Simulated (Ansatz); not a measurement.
Method: Ansatz 0.2.0, DFT PBE, scalar-relativistic, plane waves, PAW. All cells share a 420 eV cutoff and Γ-centred k meshes spaced at most about 0.3 Å⁻¹ (about 0.25 or finer for metals, 2π included). No spin polarisation in the final relaxations.

Temperature and zero-point effects are left out.

Two relaxed structures of ScGaTeSe2:

A. Space group P-6m2 (No. 187), hexagonal, a = 4.402 Å, c = 9.724 Å. Sc is surrounded by 6 Se at 2.92 Å; around Ga lie 3 Te at 2.54 Å; Te has 3 Ga at 2.54 Å and 2 Se at 3.43 Å; Se is surrounded by 1 Se at 2.86 Å, 3 Sc at 2.92 Å and 1 Te at 3.43 Å.

B. Space group P-6m2 (No. 187), hexagonal, a = 5.043 Å, c = 5.727 Å. Sc is surrounded by 2 Te at 2.86 Å, 3 Ga at 2.91 Å and 6 Se at 3.21 Å; Ga is surrounded by 3 Sc at 2.91 Å and 6 Se at 3.21 Å; Te has 2 Sc at 2.86 Å and 6 Se at 3.28 Å; Se has 1 Se at 2.70 Å, 1 Se at 3.02 Å, 3 Ga at 3.21 Å, 3 Sc at 3.21 Å and 3 Te at 3.28 Å.

Problem. Which would you expect to be lower, and how large is the difference?

Solution. A is lower, by 276 meV/atom. A has space group P-6m2 (No. 187), 32.6 Å³/atom and no gap on its mesh; B has space group P-6m2 (No. 187), 25.2 Å³/atom and no gap. The shortest distance is 2.54 Å (Ga–Te) in A and 2.70 Å (Se–Se) in B. The lower one is the more open, so pressure narrows the difference. Both come from invented guesses. A third cell relaxed alike, in P3m1, lies 0.47 eV/atom below the lower of the two.

Spin–orbit coupling, which can matter for Te, is left out. Cells relaxed within their symmetry can be saddle points.
